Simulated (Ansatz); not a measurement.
CdS (zinc blende)

```xyz
2
Lattice="0.0000 2.9633 2.9633 2.9633 0.0000 2.9633 2.9633 2.9633 0.0000" Properties=species:S:1:pos:R:3 pbc="T T T"
S      4.4450     4.4450     4.4450
Cd     0.0000     0.0000     0.0000
```

The relaxed cell is deformed in two ways at once: its volume V is scaled, and at that volume it is stretched along z (the c axis of the conventional cell) so that c/a changes. Fractional atomic positions are held.

Level of theory: PBE (plane waves to 420 eV, PAW, scalar-relativistic; Ansatz, a quantum-chemistry and plane-wave program). k mesh 10×10×10 (Γ-centred), Fermi-Dirac smearing 0.05 eV. Stress and pressure are positive under compression. CdS was relaxed with its symmetry unable to fall.

At one point of the scan the stress tensor (GPa) is:

```
  -1.34     0.00     0.00
   0.00    -1.34     0.00
   0.00     0.00     0.12
```

Task: Which point is it?
A. V/V₀ = 1.013, (c/a)/(c/a)₀ = 1.000
B. V/V₀ = 1.040, (c/a)/(c/a)₀ = 1.000
C. V/V₀ = 1.040, (c/a)/(c/a)₀ = 0.880
D. V/V₀ = 1.013, (c/a)/(c/a)₀ = 0.920

Result: D, V/V₀ = 1.013, (c/a)/(c/a)₀ = 0.920

(Under strain, the slope of the energy per volume gives the stress and its curvature an elastic modulus.)
